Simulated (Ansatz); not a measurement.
A geometry of TiRh away from equilibrium: step 2 of the relaxation of a relaxed TiRh cell, doubled along one cell vector, shaken by Gaussian noise of σ = 0.08 Å a coordinate. Computed with PBEsol (plane waves to 420 eV, PAW, scalar-relativistic; Ansatz, an electronic-structure program). Γ-centred k-mesh 12×5×9 on the run's cell (coarser than for final values), Fermi–Dirac smearing 0.05 eV.

```xyz
4
Lattice="2.6955 0.0150 -0.0138 0.0366 6.4927 -0.0091 -0.0186 -0.0050 3.5762" Properties=species:S:1:pos:R:3 pbc="T T T"
Rh     1.0205    -0.0778     1.7922
Rh     1.2780     3.2276     1.7226
Ti     1.3118     1.6426    -0.0128
Ti     1.7778     4.9117    -0.0887
```

**Question.** Predict the force on each atom, in eV/Å.

**Answer.** 
```json
[
 {"atom": "Rh1", "Fx": "-1.17", "Fy": "-0.09", "Fz": "-0.33"},
 {"atom": "Rh2", "Fx": "-0.75", "Fy": "0.70", "Fz": "0.17"},
 {"atom": "Ti3", "Fx": "0.55", "Fy": "-0.48", "Fz": "-0.21"},
 {"atom": "Ti4", "Fx": "1.37", "Fy": "-0.13", "Fz": "0.38"}
]
```

**Question.** What is the pressure?

**Answer.** +0.9 GPa, compression positive.

**Question.** How much energy per atom can still be gained by relaxing?

**Answer.** 0.54 eV/atom; the path ends in P4/mmm (No. 123) (AFLOW prototype AB_tP2_123_a_d (L1_0, as in CuAu)).

No spin polarisation in the result.

Of the parent cell (Pmmm (No. 47)): it is a generated cell of TiRh: the first start was made by a random draw of sites in a space group, and the end was not matched to a known phase here, so it may be hypothetical.

The first start was generated by a random draw of sites in a space group. A measured structure of TiRh has the same space group, P4/mmm (No. 123); the sites were not compared with it.
